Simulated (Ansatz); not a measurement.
# Is this GaIr3 structure stable?

It was reached by relaxing an invented guess, and it needn't be the stable form of this composition.

The calculation used DFT PBE, scalar-relativistic, plane waves, PAW (Ansatz 0.2.0). Cutoff 420 eV, Γ-centred 10×10×16 mesh (4-atom cell), Gaussian smearing of 0.10 eV, no spin polarisation.

```cif
data_structure
_symmetry_space_group_name_H-M 'Cmmm'
_symmetry_Int_Tables_number 65
_cell_length_a 5.5614
_cell_length_b 7.5378
_cell_length_c 2.7675
_cell_angle_alpha 90.000
_cell_angle_beta 90.000
_cell_angle_gamma 90.000
_cell_volume 116.02
loop_
_atom_site_label
_atom_site_type_symbol
_atom_site_symmetry_multiplicity
_atom_site_Wyckoff_symbol
_atom_site_fract_x
_atom_site_fract_y
_atom_site_fract_z
_atom_site_occupancy
Ga1 Ga 2 a 0.00000 0.00000 0.00000 1
Ir1 Ir 2 b 0.50000 0.00000 0.00000 1
Ir2 Ir 4 f 0.25000 0.25000 0.50000 1
```

Energies over the elements count from the elements' standard structures at the same level, with no fitted energy shifts.

Task: These tests were run: energy against the elements; elastic tensor. What do they show?

Result:

```
                       test                    result
energy against the elements             −0.13 eV/atom
             elastic tensor  least eigenvalue 107 GPa
```

It fails none of these tests. Other phases of the system weren't compared here, so this isn't yet thermodynamic stability. Phonons away from Γ weren't computed.

These runs have no spin–orbit coupling, which can matter for Ir. The run for the elastic tensor used a 10×10×16 k mesh and Fermi–Dirac smearing of 0.15 eV.
